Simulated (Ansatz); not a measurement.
VMo in space group Cmmm (No. 65; V on 2c, Mo on 2a), the program Ansatz at the r²SCAN level (PAW), all energies at zero smearing, with the estimated change up to a 700 eV cutoff added, with one set of potentials and settings (totals compare only within such a set). Cell of 2 atoms (1 V, 1 Mo): -7884.878 eV.

```
element             reference phase  E (eV/atom)
-------  --------------------------  -----------
V        Im-3m, 1 atoms in the cell   -2917.0669
Mo       Im-3m, 1 atoms in the cell   -4967.5975
```

Formation energy per atom, worked out: (-7884.878 − 1×(-2917.0669) − 1×(-4967.5975))/2 = -0.107 eV/atom (-10 kJ per mol of atoms), at 0 K, without zero-point energy or fitted corrections.

The workflow started from a Materials Project entry (that database holds measured and hypothetical structures alike); the Crystallography Open Database copy checked does not list it. With V and Mo taken as one species the cell has the higher symmetry Im-3m, so it may be an ordered model of a mixed-site phase. Its standing as an ambient phase is unchecked. Symmetry was held in the r²SCAN relaxation; its stability against distortions is not shown here. The run is not spin-polarised. The references are the lowest solids computed at this level, not always the standard phases.

Potentials: the later of the program's two PAW sets.
